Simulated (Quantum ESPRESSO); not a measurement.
**Band energies of AgBr at +2 % isotropic strain**

```
CELL_PARAMETERS angstrom
      4.09344     0.00000     0.04565
      0.00000     4.09466     0.00000
     -0.05121     0.00000     5.78484
ATOMIC_POSITIONS crystal
  Br 0.25073 0.25000 0.75020
  Br 0.74927 0.75000 0.24980
  Ag 0.75088 0.75000 0.74965
  Ag 0.24912 0.25000 0.25035
```

PBEsol (Quantum ESPRESSO, PseudoDojo norm-conserving, 82 Ry, no spin-orbit coupling); path ΓYHCEM1AXH1,MDZ,YD; energies in eV from the valence-band maximum.

```csv
k (1/Å),point,band 22,band 23,band 24,band 25,band 26,band 27,band 28,band 29
0.00,Γ,-2.32,-2.24,-1.87,-1.86,-1.85,0.51,1.52,6.95
0.54,Y,-1.81,-1.80,-1.80,-1.64,-1.63,3.14,3.14,6.54
1.09,,-2.12,-0.33,-0.33,-0.18,-0.17,3.78,3.79,5.79
1.31,H,-2.09,-0.01,-0.01,0.00,0.00,3.61,3.62,6.35
1.31,C,-2.09,-0.01,-0.01,0.00,0.00,3.61,3.62,6.35
1.42,,-2.09,-0.15,-0.15,-0.05,-0.05,3.79,3.80,5.81
1.97,,-2.20,-2.06,-2.06,-1.38,-1.38,3.72,3.73,6.61
2.08,E,-2.23,-2.22,-2.22,-1.49,-1.49,3.67,3.67,7.00
2.08,M1,-2.23,-2.22,-2.22,-1.49,-1.49,3.67,3.67,7.00
2.29,,-2.32,-2.25,-2.25,-1.64,-1.64,2.69,2.69,7.09
2.62,A,-2.32,-2.32,-2.32,-2.24,-2.24,1.52,1.52,6.95
2.84,,-2.20,-2.19,-2.18,-1.84,-1.83,1.99,1.99,7.01
3.28,,-1.97,-1.86,-1.84,-0.24,-0.24,4.54,4.54,5.24
3.38,X,-1.96,-1.84,-1.82,-0.10,-0.10,4.79,4.79,5.07
3.82,,-2.10,-0.16,-0.15,-0.02,-0.02,3.73,3.74,5.95
3.93,H1,-2.09,-0.01,-0.01,0.00,0.00,3.61,3.62,6.35
3.93,M,-2.23,-2.22,-2.22,-1.49,-1.49,3.67,3.67,7.00
4.15,,-2.17,-1.76,-1.76,-1.09,-1.09,3.89,3.89,6.03
4.69,D,-2.09,-0.01,-0.01,0.00,0.00,3.62,3.62,6.36
5.13,,-2.08,-1.53,-1.53,-0.09,-0.09,4.69,4.69,5.09
5.24,Z,-1.96,-1.83,-1.83,-0.10,-0.10,4.79,4.79,5.08
5.24,Y,-1.81,-1.80,-1.80,-1.64,-1.63,3.14,3.14,6.54
5.52,,-2.15,-1.18,-1.18,-0.76,-0.75,3.56,3.57,5.97
6.00,D,-2.09,-0.01,-0.01,0.00,0.00,3.62,3.62,6.36
```

The PBEsol gap is indirect, 0.51 eV, from H to Γ; the smallest direct gap is 2.36 eV.

Spin-orbit splittings are left out.

Geometry strained from the cell relaxed with PBEsol, atoms relaxed again.

This is not the ordinary phase of the substance; no match was found in the copy of COD used, and its stability was not checked.
